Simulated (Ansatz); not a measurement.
**Response of Bi to small distortions**

```
Bi
1.0
     2.27300    1.31232    3.95400
    -2.27300    1.31232    3.95400
     0.00000   -2.62463    3.95400
Bi
2
Direct
  0.23389 0.23389 0.23389
  0.76611 0.76611 0.76611
```

Atoms are numbered in the order listed.

The cell is a measured one (Crystallography Open Database entry 9009658); the temperature and pressure of the measurement aren't taken into account, and nothing was relaxed.

No spin–orbit coupling, which matters for the heavy atoms here.

Computed with Ansatz 0.2.0, DFT, PBEsol, all-electron PAW with datasets made for the crystal, scalar-relativistic.

The runs use a Γ-centred 10×10×10 k mesh, Fermi–Dirac smearing of 0.03 eV, cutoff 260 eV (chosen by the program for this cell), no spin polarisation.

The unchanged cell is at -0.63 GPa.

In a metal, stresses and small energies carry noise from the k mesh.

x, y and z are the Cartesian axes of the cell as listed; fractional coordinates follow a strain, and an engineering shear is twice the off-diagonal strain component.

Q: One change gave: energy change under 1 meV/atom; stress change (xx, yy, zz, yz, xz, xy) -0.22, 0.23, 0.01, 0.45, 0.22, 0.08 GPa, compression positive; change of the force on Bi1 (0.027, 0.059, 0.000) eV/Å. Which change was it?
A. equal xy, yz and zx engineering shear strains of -2 %
B. equal xy, yz and zx engineering shear strains of +1 %
C. equal xy, yz and zx engineering shear strains of +2 %
D. equal xy, yz and zx engineering shear strains of -1 %

A: D. For equal xy, yz and zx engineering shear strains of -2 %: energy change +3 meV/atom; stress change (xx, yy, zz, yz, xz, xy) -0.44, 0.49, 0.05, 0.90, 0.43, 0.16 GPa, compression positive; change of the force on Bi1 (0.053, 0.120, 0.001) eV/Å. For equal xy, yz and zx engineering shear strains of +1 %: energy change under 1 meV/atom; stress change (xx, yy, zz, yz, xz, xy) 0.23, -0.21, 0.01, -0.44, -0.22, -0.08 GPa, compression positive; change of the force on Bi1 (-0.027, -0.058, 0.000) eV/Å. For equal xy, yz and zx engineering shear strains of +2 %: energy change +3 meV/atom; stress change (xx, yy, zz, yz, xz, xy) 0.47, -0.41, 0.04, -0.87, -0.45, -0.15 GPa, compression positive; change of the force on Bi1 (-0.055, -0.115, 0.001) eV/Å.
